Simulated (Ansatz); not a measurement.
AlRu3N:
```
CELL_PARAMETERS angstrom
      3.95777     0.00000     0.00000
      0.00000     3.95777     0.00000
      0.00000     0.00000     3.95777
ATOMIC_POSITIONS crystal
  Al 0.00000 0.00000 0.00000
  Ru 0.00000 0.50000 0.50000
  Ru 0.50000 0.00000 0.50000
  Ru 0.50000 0.50000 0.00000
  N  0.50000 0.50000 0.50000
```

This is the PBEsol-relaxed structure.

Problem. All from PBEsol (plane waves, PAW; program Ansatz), unless another level is named. Give the Young's modulus.

Solution. 374 GPa.

Problem. Next, the highest zone-centre frequency?

Solution. 400 cm^-1.

Space group Pm-3m (anti-perovskite). The start of the workflow was typed in or built on a structure type; neither database checked (COD, Materials Project) lists it. Its standing as an ambient phase is unchecked. Symmetry was held in the PBEsol relaxation; its stability against distortions is not shown here. The workflow began spin-polarised and lost its moments. As this level gives no gap, phonon frequencies hold no LO–TO term and depend on the k-mesh and smearing (Fermi–Dirac, 0.1 eV here).

Potentials: the earlier of the program's two PAW sets. The files were generated under PBE; for other functionals the program regenerates the frozen cores, and for LDA and PBEsol the local potential too.
